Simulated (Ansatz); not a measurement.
A relaxed cell of Al₃GaSb₄ is given with its symmetry left out. The cell was found from a structure generator's guess, not taken from experiment.

The calculation used DFT PBE, scalar-relativistic, plane waves, PAW (Ansatz). Cutoff 420 eV, Γ-centred mesh, Gaussian smearing, no spin polarisation.

```xyz
8
Lattice="6.2248 0.0000 0.0000 0.0000 6.2248 0.0000 0.0000 0.0000 6.2248" Properties=species:S:1:pos:R:3 pbc="T T T"
Al    3.1124    0.0000    0.0000
Al    0.0000    0.0000    3.1124
Al    0.0000    3.1124    0.0000
Ga    3.1124    3.1124    3.1124
Sb    1.5556    4.6692    1.5556
Sb    1.5556    1.5556    4.6692
Sb    4.6692    4.6692    4.6692
Sb    4.6692    1.5556    1.5556
```

The zero of energy is the elements' standard structures at the same level; no fitted shifts are applied.

Question: Find its symmetry and describe it.

Answer: P-43m (No. 215), with Al and Ga ordered on zinc blende sites. Conventional cell: a = 6.225 Å. Al is surrounded by 4 Sb at 2.70 Å; Ga is surrounded by 4 Sb at 2.70 Å; Sb has 3 Al at 2.70 Å and 1 Ga at 2.70 Å.

Question: How far does it lie from the elements in energy?

Answer: −0.169 eV/atom. Whether it is stable depends on the other phases of the system, which aren't compared here.

Question: Is it a metal?

Answer: No, the gap on the 6×6×6 mesh is 0.40 eV.

The last run used a 6×6×6 mesh for its 8-atom cell and Gaussian smearing of 0.02 eV. These runs have no spin–orbit coupling, which can matter for Sb. Kohn–Sham gaps at this level usually fall short of measured ones. The missing spin–orbit coupling can work the other way here. A structure relaxed within its symmetry needn't be a true minimum.
